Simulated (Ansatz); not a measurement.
Input file of a DFT run on CeSb with Ansatz:

```yaml
crystal:
  lattice:
    - [4.328326351, 0.0, 0.0]
    - [-2.1641631755, 3.7484405758, 0.0]
    - [0.0, 0.0, 7.5349434965]
  atoms:
    - { symbol: Ce, position: [0.3333333333, 0.6666666667, 0.25], spin: 0.77 }
    - { symbol: Ce, position: [0.6666666667, 0.3333333333, 0.75], spin: 0.77 }
    - { symbol: Sb, position: [0.0, 0.0, 0.0] }
    - { symbol: Sb, position: [0.0, 0.0, 0.5] }
basis:
  ecutwfc: 420
  ecutrho_ratio: 4
kpoints:
  mp_grid: { grid: [8, 8, 6] }
  band_path:
    path:
      - [[0.0, 0.0, 0.0], [0.5, 0.0, 0.0], [0.33333333, 0.33333333, 0.0], [0.0, 0.0, 0.0], [0.0, 0.0, 0.5], [0.5, 0.0, 0.5], [0.33333333, 0.33333333, 0.5], [0.0, 0.0, 0.5]]
      - [[0.5, 0.0, 0.5], [0.5, 0.0, 0.0]]
      - [[0.33333333, 0.33333333, 0.5], [0.33333333, 0.33333333, 0.0]]
    npoints: 14
hamiltonian:
  xc: pbesol
scf:
  occupations: { method: gaussian, width: 0.05 }
  lower_state_search: "off"
  n_extra_bands: 32
output:
  forces: true
  stress: true
  eigenvalues: true
  populations: true
  hubbard: { sites: [{ species: Ce, l: f }] }
  dos: { projected: true, de: 0.02, nscf_kmesh: { grid: [12, 12, 9] } }
  bader: false
magnetization:
  spin_polarized: true
checkpoint:
  read: start.run
```

The folder start.run holds the converged state of an earlier run on the same cell; the run starts from that state's density and uses only the symmetry operations that the state has.

This is a trial structure: such lanthanide and actinide compounds mostly take the rock-salt structure.

Task: Before reading the output: what should come out?

Result: Pressure 0.0 GPa, gap on the mesh zero (metallic), site spin moments Ce 0.70 μB (PBEsol, scalar-relativistic).

What the program printed, in part:

```
Ce: projections on atomic orbitals take those of the free atom [Kr 4d10] 4f1 5s2 5p6 5d1 6s2, of charge +0.00 (hamiltonian.pseudopotentials.projection_atoms); the dataset's partial waves leave at most 1.4e-5 of an orbital's norm unspanned inside its sphere
scf.n_extra_bands = 32 over 27 filled bands (N_el = 54.0): the run solves 59 bands
Pseudopotentials: kind: paw
Pseudopotential: Ce, paw, valence charge 12, recommended cutoff 420 eV (normal), Ce.paw.azcp
Pseudopotential: Sb, paw, valence charge 15, recommended cutoff 420 eV (normal), Sb.paw.azcp
Crystal: 4 atoms, lattice volume = 122.250 Å³
Basis set: ecut = 420 eV, 2407 PW (Γ), exchange–correlation on 60×60×108 points (8 copies of the dense FFT grid, shifted against one another)
Bands: 59, of which v1, the nominal top of the filled ones, is band 27 counted from 1 (26 counted from 0)
Symmetry: 24 space group operations
Space group: P63/mmc (ITA 194), of the structure as read, at distance tolerance 5.0e-5 Å
Magnetic group: BNS 194.263 (UNI 1493), of the structure as read, at distance tolerance 5.0e-5 Å
k-points: 40 of 384
Initial density: read from a saved state, or passed on in memory by an earlier SCF of this step, an earlier step, the calling program or the single point that the run made first
Starting moments: Σ|m| = 1.54 μB on 2 of 4 sites; this step starts from the density that it was given
Initial wavefunctions: pseudopotential atomic-orbital guess
Functional: x = pbesol(κ = 0.804, μ = 0.12346), c = pbesol(β = 0.046)
iter 1 solved again at ethr=3.15e-7 eV; its pass at ethr=3.10e-3 eV (dr2=1.70e-4 eV) is discarded
```

```
SCF iter   1: F=—  HF=-25789.423291 eV  |F-HF|=—  |Δ(HF+E_count)|=         —  Δρ=1.05e-6 (↑1.05e-6 ↓1.01e-6)  dr2=2.25e-9  dr2_m=2.44e-11  M=1.636 μB ∫|m|=1.777 μB  β_m=0.30  ethr=3.15e-7  ⟨swp⟩=3.7  Hψ=35021  notcnv=0
SCF iter   2: F=—  HF=-25789.423289 eV  |F-HF|=—  |Δ(HF+E_count)|=   1.73e-6  Δρ=4.24e-7 (↑4.24e-7 ↓3.37e-7)  dr2=3.56e-10  dr2_m=1.62e-11  M=1.636 μB ∫|m|=1.777 μB  β_m=0.26  ethr=4.16e-12  ⟨swp⟩=10.2  Hψ=20026  notcnv=0
SCF iter   3: F=-25789.423289 eV  HF=-25789.423289 eV  |F-HF|=2.11e-10  |Δ(HF+E_count)|=  1.24e-10  Δρ=2.51e-7 (↑2.51e-7 ↓2.45e-7)  dr2=1.47e-10  dr2_m=5.08e-13  M=1.636 μB ∫|m|=1.777 μB  ethr=1.00e-12  ⟨swp⟩=1.0  Hψ=9814  notcnv=0
```

```
SCF 1 converged in 3 iterations: F = -25789.423289 eV  dr2 = 1.47e-10
NSCF: frozen V_eff on 129 k-points
NSCF: frozen V_eff on 95 k-points
SCF converged after 3 iterations
Magnetization: 1.6356 μB (27.8178 up, 26.1822 down)
Absolute magnetization: 1.7798 μB (∫|ρ↑−ρ↓|, with the PAW one-centre terms)
Per-site moments (μB) at R_I (Å): [(0.70364, 1.29089), (0.70364, 1.29089), (-0.03294, 1.29089), (-0.03294, 1.29089)]
Free energy (F): -25789.423289 eV
E sigma→0 (E₀):  -25789.417950 eV
Entropy (-TS):   -0.010677 eV (-2.669 meV/atom)
Fermi energy:    11.556338 eV
--- Forces (eV/Å), atoms counted from 1 ---
  atom   1  Ce     0.00000000     0.00000000     0.00000000
  atom   2  Ce     0.00000000     0.00000000     0.00000000
  atom   3  Sb     0.00000000     0.00000000     0.00000000
  atom   4  Sb     0.00000000     0.00000000     0.00000000
--- Stress (GPa, compression-positive) ---
        0.001174       0.000000       0.000000
        0.000000       0.001174       0.000000
        0.000000       0.000000       0.000401
  P = ⅓ Tr σ = 0.0009 GPa (0.009 kbar)
--- Löwdin populations: 4 sites ---
  site symbol       q [e]    m [muB]
     0     Ce     11.9481     0.8678
     1     Ce     11.9481     0.8678
     2     Sb     15.0055    -0.0620
     3     Sb     15.0055    -0.0620
--- Occupation matrices: 2 shells (Löwdin-built; ε = 2.00e-2, provisional) ---
  Ce0 f_4F up     Tr n = 0.9190  λ = 0.062 0.062 0.065 0.149 0.149 0.208 0.224
  Ce0 f_4F dn     Tr n = 0.2184  λ = 0.013 0.023 0.025 0.025 0.035 0.050 0.050
  Ce1 f_4F up     Tr n = 0.9190  λ = 0.062 0.062 0.065 0.149 0.149 0.208 0.224
  Ce1 f_4F dn     Tr n = 0.2184  λ = 0.013 0.023 0.025 0.025 0.035 0.050 0.050
```

Semilocal functionals without a Hubbard U often give a metal, as here, for f-electron compounds that are insulators. These numbers lack spin–orbit coupling. The run wasn't fully tested for a lower electronic state. Site moments are of spin, integrated over atomic spheres. Only parallel moments were tried, so the real magnetic order may be another.

The open shells may stand above their lowest state, and forces and pressures are less sure for it.
